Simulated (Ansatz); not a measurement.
## Squeezing Os (hcp type)

```
CELL_PARAMETERS angstrom
2.75364 0.00000 0.00000
-1.37682 2.38472 0.00000
0.00000 0.00000 4.34912
ATOMIC_POSITIONS crystal
Os 0.33333 0.66667 0.25000
Os 0.66667 0.33333 0.75000
```

The base cell comes from a relaxation on PAW files under the same functional.

Its volume is scaled, and at each volume shape and atoms are relaxed on PAW files; all methods then take that cell.

Computed with Ansatz 0.2.0; functional PBE, scalar-relativistic. Settings: a Γ-centred 18×18×10 k mesh, Fermi–Dirac smearing of 0.08 eV, no spin polarisation. Methods: LAPW: all electrons, basis error target 1 meV/atom; PAW: frozen-core files, cutoff 420 eV; crystal datasets: all electrons, by PAW datasets that the program makes for each cell; norm-conserving: pseudopotentials, cutoff 1007 eV; PAW (cutoff 800 eV): frozen-core files, cutoff 800 eV.

Energies are extrapolated to zero smearing and count from the unscaled cell; pressure is positive in compression; gaps take the mesh and a band path. No temperature or zero-point motion is included.

Spin–orbit coupling is left out, which matters for the heavy atoms. The structure type is held throughout; the real material can change phase at far lower pressure.

```tsv
V/V0	V (Å³/atom)	P LAPW (GPa)	ΔE LAPW (eV/atom)	P PAW − LAPW (GPa)	ΔE PAW − LAPW (meV/atom)	space group	shortest distance (Å)
1.00	14.28	0.00	0.000	0.00	0.0	P6_3/mmc	2.694
0.92	13.14	40.3	0.132	0.09	0.3	P6_3/mmc	2.623
0.84	11.99	104.1	0.628	0.29	1.7	P6_3/mmc	2.548
0.76	10.85	205.7	1.704	0.66	4.9	P6_3/mmc	2.467
0.68	9.71	370.1	3.708	1.38	12.0	P6_3/mmc	2.380
0.60	8.57	642.4	7.232	2.78	26.4	P6_3/mmc	2.285
0.52	7.43	?	?	?	?	?	?
0.45	6.43	1840	22.342	8.00	95.2	P6_3/mmc	2.081
```

Q: Fit the Vinet equation to the LAPW pressures shown (residuals weighted by 1/(|P| + 0.03·Pmax)), and predict the pressure of the withheld row.

A: The fit gives V0 = 14.28 Å³/atom, B0 = 391 GPa and B0′ = 4.90. At 7.43 Å³/atom, x = (V/V0)^(1/3) = 0.8041, and P = 3·B0·(1 − x)/x²·exp[1.5·(B0′ − 1)·(1 − x)] = 1118 GPa. The run itself gave 1115 GPa (+0.3 % off) and ΔE = 13.337 eV/atom.

Q: At the smallest volume, how far do crystal datasets and norm-conserving and PAW (cutoff 800 eV) lie from LAPW in pressure?

A: crystal datasets: 0.00 GPa; norm-conserving: +7.09 GPa; PAW (cutoff 800 eV): +7.58 GPa, on a LAPW pressure of 1840 GPa.

Q: How do the Löwdin populations by LAPW change from the unscaled cell to the last row?

A: Os 5s 1.98 → 1.88, Os 6s 0.96 → 0.67, Os 5p 6.00 → 5.96, Os 5d 6.88 → 7.40 electrons an atom. These are projections on the shells that the free atoms fill; 0.37 e a cell lies outside them at the start and 0.23 e at the end.
